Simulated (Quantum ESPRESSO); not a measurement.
# Ge2AlN3S: convergence and cost over cutoff and k mesh

A calculation, not a measurement. The program is pw.x of Quantum ESPRESSO 7.5 (plane-wave density functional theory). The cell is made up: 7 atoms on a zincblende/diamond lattice with one site empty, with randomly drawn elements, strain and displacements, not relaxed. PseudoDojo standard norm-conserving files (v0.5 for PBE, v0.4.1 for LDA and PBEsol) set the functional; there is no spin polarisation, spin-orbit coupling or dispersion term, and the masses in the input are unused placeholders.

Input of the run in row 4:

```
&control calculation='scf', pseudo_dir='./dojo.nc.sr.pbe.v0_5.standard.upf', outdir='./o', disk_io='low', tprnfor=.true., tstress=.true. /
&system ibrav=0, nat=7, ntyp=4, nbnd=32, ecutwfc=84.00895049, nosym=.true., tot_charge=0,
 occupations='smearing', smearing='fd', degauss=0.0018374661
/
&electrons conv_thr=7.350e-09, electron_maxstep=60, /
ATOMIC_SPECIES
Al 1.0 Al.upf
Ge 1.0 Ge.upf
N 1.0 N.upf
S 1.0 S.upf
CELL_PARAMETERS angstrom
4.7094 0.0224 -0.0075
0.0224 4.5891 0.0125
-0.0075 0.0125 4.62
ATOMIC_POSITIONS angstrom
Ge 0.0866 2.3208 2.3034
Al 2.4092 -0.0781 2.3677
Ge 2.2758 2.2134 0.0253
N 1.1959 0.951 1.0417
S 1.0791 3.5228 3.4972
N 3.5374 1.2498 3.6355
N 3.4883 3.4274 1.2602
K_POINTS automatic
4 4 4 1 1 1
```

The same cell was run at these settings. Meshes are shifted by half a step, and differences are from the last row, which is itself not exact.

| cutoff (eV) | k mesh | k points solved | threshold (eV) | free energy less the last row's (eV) | pressure (GPa) | largest stress difference (GPa) | largest force difference (eV/Å) | iterations | wall time (s) | k-point pools | processor |
| --- | --- | --- | --- | --- | --- | --- | --- | --- | --- | --- | --- |
| 800 | 2 x 2 x 2 | 4 | 1e-04 | 1.848 | -22.90 | 24.99 | 0.120 | 9 | 6 | 4 | AMD EPYC, Zen 5 class |
| 1143 | 2 x 2 x 2 | 4 | 1e-07 | 0.308 | 2.33 | 0.51 | 0.127 | 13 | 10 | 4 | AMD EPYC, Zen 5 class |
| 713 | 4 x 4 x 4 | 32 | 1e-07 | 7.165 | -86.23 | 88.27 | 0.073 | 12 | 16 | 4 | AMD EPYC, Zen 5 class |
| 1143 | 4 x 4 x 4 | 32 | 1e-07 | 0.004 | 1.94 | 0.01 | 0.002 | 12 | 25 | 4 | AMD EPYC, Zen 5 class |
| 1437 | 6 x 6 x 6 | 108 | 1e-07 | 0.000 | 1.94 | 0.00 | 0.000 | 12 | 102 | 4 | AMD EPYC, Zen 5 class |

Each pool is one process. Wall times include start-up and a band step at six k points, which weighs most on the coarsest meshes. The runs were on shared virtual cores whose load varied, so times are rough.